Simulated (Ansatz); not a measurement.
SiO$_{2}$:
```xyz
9
Lattice="4.9206 0.0000 0.0000 -2.4603 4.2613 0.0000 0.0000 0.0000 5.4163" Properties=species:S:1:pos:R:3 pbc="T T T"
Si    -1.1538     1.9984     1.8054
Si     1.3065     2.2629     0.0000
Si     2.3076     0.0000     3.6109
O     -1.0892     3.1149     2.9722
O      0.3073     1.7606     1.1668
O      0.7819     3.6471     4.7777
O      3.2422     0.6142     2.4441
O      1.3711     1.1464     4.2495
O      2.7675     2.5007     0.6386
```

Relaxed with r²SCAN. Special points in fractions of this cell's reciprocal vectors: Γ (0.000, 0.000, 0.000); M (0.500, 0.000, 0.000); K (0.333, 0.333, 0.000); A (0.000, 0.000, 0.500); L (0.500, 0.000, 0.500); H (0.333, 0.333, 0.500).

Task: List the band energies nearest the valence-band maximum at these points for r²SCAN in the plane-wave PAW code Ansatz.

Result: In eV from the valence-band maximum; about four levels below and three above (degenerate sets whole), none deeper than 8.9 eV; points with the same levels are listed once.

```tsv
k	below	above
Γ	-1.02 -1.02 -0.72 -0.30 -0.30	6.60 10.09 10.09
M	-1.03 -0.78 -0.27 -0.04	8.97 9.70 10.50
K	-1.22 -1.22 -0.44 -0.44 0.00	9.64 9.64 10.17
A	-1.22 -0.23 -0.23 -0.09	8.60 8.60 9.76
L	-0.89 -0.85 -0.60 -0.19	9.78 10.21 10.34
H	-0.94 -0.94 -0.77 -0.58 -0.58	9.93 10.51 10.51
```

Space group P3_221. The cell was relaxed with r²SCAN under the symmetry of its start.

Potentials: the later of the program's two PAW sets.
